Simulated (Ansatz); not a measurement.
Si:
```
Si
1.0
   -1.68319     1.68319     3.08216
    1.68319    -1.68319     3.08216
    1.68319     1.68319    -3.08216
Si
2
Direct
  0.19108   0.19108   0.00000
  0.80892   0.80892   0.00000
```

Relaxed with r²SCAN.

Task: Map the electron localisation function on the plane through (0.191, 0.191, 0.000) spanned by u = [1, 1, 0] and v = [1, -1, 0] in lattice vectors, from r²SCAN in the plane-wave PAW code Ansatz.

Result: x is the fraction of u, y of v (the angle between them is 90°; rows are the nearest grid lines); atoms in the plane: Si at (0.00, 0.00), Si at (0.50, 0.50), Si at (0.12, 0.50), Si at (0.62, 0.00).
```
|#=:=**+-.   -+**=:=#=-*@@@@@#-=#|
|=--=**+-.   -+**+--=-:*@@@@@#-:=|
|:-=*#*+-.   :+*#*+-::-*%@@@@#-::|
|+*#%##+:    :=*#%#*+==*#%%%%*==+|
|#%%%%*+:.   :=*#%%%#****###**+*#|
|%%@%%*+-....:=*#%@%%#*+=====+*#%|
|%%@%%#+-::::-+*%%@%%#*=-:::-=+#%|
|%%@%%#++====++*%%@%%#*=:. .:-+#%|
|%%%%#*+**##****#%%%%#*-.   .-+#%|
|%##+==+#%%%%#+==+##%#*=.   .-+#%|
|#*=-::=#@@@@%+::-=+##*=.   .=*##|
|+=:--:=%@@@@%+:-=:-+**=:   .=**+|
|+=:--:=%@@@@%+:-=:-+**=:   .=**+|
|#*=-::=#@@@@%+::-=+##*=.   .=*##|
|%##+==+#%%%%#+==+##%#*=.   .-+#%|
|%%%%#*+**##****#%%%%#*-.   .-+#%|
|%%@%%#++====++*%%@%%#*=:. .:-+#%|
|%%@%%#+-::::-+*%%@%%#*=-:::-=+#%|
|%%@%%*+-....:=*#%@%%#*+=====+*#%|
|#%%%%*+:.   :=*#%%%#****###**+*#|
|+*#%##+:    :=*#%#*+==*#%%%%*==+|
|:-=*#*+-.   :+*#*+-::-*%@@@@#-::|
|=--=**+-.   -+**+--=-:*@@@@@#-:=|
|#=:=**+-.   -+**=:=#=-*@@@@@#-=#|
```
Scale: ten equal steps from 0.051 (start of ' ') to 0.956 (end of '@'), in the order ' .:-=+*#%@'; x runs from 0.000 to 1.00, y from 0.000 (bottom) to 1.00 (top).

The density is the valence pseudo-density with augmentation charge, so density and ELF within about 1 Å of a nucleus are not all-electron values.

Space group I4/mmm. The start of the workflow was typed in or built on a structure type; the Crystallography Open Database copy checked does not list it. It is not the phase usual at ambient conditions (space group No. 227). Symmetry was held in the r²SCAN relaxation; whether a distortion lowers the energy is not shown.

Potentials: the later of the program's two PAW sets.
